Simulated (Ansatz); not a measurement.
## Structure relaxation, Al

The start is a relaxed Al cell, doubled along one cell vector, shaken by Gaussian noise of σ = 0.08 Å a coordinate. Cell shape, volume and atoms are optimised at zero target pressure with r2SCAN (plane waves to 500 eV, PAW, scalar-relativistic; Ansatz, a first-principles code). The first steps use a coarse 12×6×12 k-mesh.

Initial structure:
```yaml
crystal:
  lattice:
    - [2.70604, 0.00000, 0.00000]
    - [0.00000, 5.41208, 0.00000]
    - [0.00000, 0.00000, 2.70604]
  atoms:
    - { symbol: Al, position: [0.00076, 0.00021, 0.98435] }
    - { symbol: Al, position: [0.03169, 0.52125, 0.01154] }
```

How does the volume change?

-19.8 %, from 19.82 to 15.90 Å³/atom.

How do the shortest distances between atoms change?

The closest pairs of elements (up to four, under 3.6 Å), start → end: Al–Al 2.59 → 2.82 Å.

Is the relaxed structure metallic? Give its gap.

No gap (metallic).

Write out the relaxed structure.


```cif
data_Al4
_chemical_formula_sum 'Al4'
_space_group_name_H-M_alt 'Fm-3m'
_space_group_IT_number 225
_space_group_name_Hall '-F 4 2 3'
_cell_length_a 3.99137
_cell_length_b 3.99137
_cell_length_c 3.99137
_cell_angle_alpha 90.000
_cell_angle_beta 90.000
_cell_angle_gamma 90.000
loop_
_atom_site_label
_atom_site_type_symbol
_atom_site_symmetry_multiplicity
_atom_site_Wyckoff_symbol
_atom_site_fract_x
_atom_site_fract_y
_atom_site_fract_z
_atom_site_occupancy
Al1 Al 4 a 0.00000 0.00000 0.00000 1
```
(The calculation used a cell of 1 atom; values per cell refer to that cell.)

Final values are on a 20×20×20 k-mesh of the relaxed cell. No spin polarisation in the result.

The run could not lose the symmetry of its start.

Of the parent cell (Pm-3m (No. 221)): it is a generated cell of Al: the first start was made by placing the elements on the sites of a structure type, and the end was not matched to a known phase here, so it may be hypothetical. Known forms of Al include space group No. 225.
